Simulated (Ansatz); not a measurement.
## Clamped-ion strain scan in Cu

The calculation used DFT r2SCAN, scalar-relativistic, plane waves, PAW (Ansatz 0.2.0). The runs took a 500 eV cutoff, a Γ-centred 24×24×12 mesh and Gaussian smearing (0.15 eV). No spin polarisation. Energies are free energies at this smearing, counted from the undisturbed cell; pressure is positive in compression.

The starting cell (as given, not relaxed at this level; it stands at 0.2 GPa; this form isn't the usual structure):

```xyz
2
Lattice="2.5341 0.0000 0.0000 -1.2670 2.1946 0.0000 0.0000 0.0000 4.1126" Properties=species:S:1:pos:R:3 pbc="T T T"
Cu    0.0000    1.4631    1.0281
Cu    1.2670    0.7315    3.0844
```

The cell is strained by ε times the Voigt pattern (0, 0, 1, 0, 0, 0) (xx, yy, zz, yz, xz, xy; engineering shear) with fractional coordinates fixed. The cell is metallic on the mesh throughout.

```tsv
ε	ΔE (meV/atom)	stress summed along the pattern (GPa, tension positive)	pressure (GPa)
-0.0200	6.7	-7.97	3.8
-0.0150	4.1	-6.26	2.9
-0.0100	2.2	-4.62	1.9
-0.0050	?	?	1.1
0.0000	0.0	-1.51	0.2
0.0050	-0.3	-0.04	-0.6
0.0100	0.0	1.37	-1.4
0.0150	0.7	?	?
0.0175	1.2	3.38	-2.5
0.0200	1.9	?	?
```

(1) Give the withheld values.

Answers

(1) ΔE (meV/atom) at ε = -0.0050: 0.8; stress summed along the pattern (GPa, tension positive) at ε = -0.0050: -3.04; stress summed along the pattern (GPa, tension positive) at ε = 0.0150: 2.72; pressure (GPa) at ε = 0.0150: -2.1; stress summed along the pattern (GPa, tension positive) at ε = 0.0200: 4.02; pressure (GPa) at ε = 0.0200: -2.8.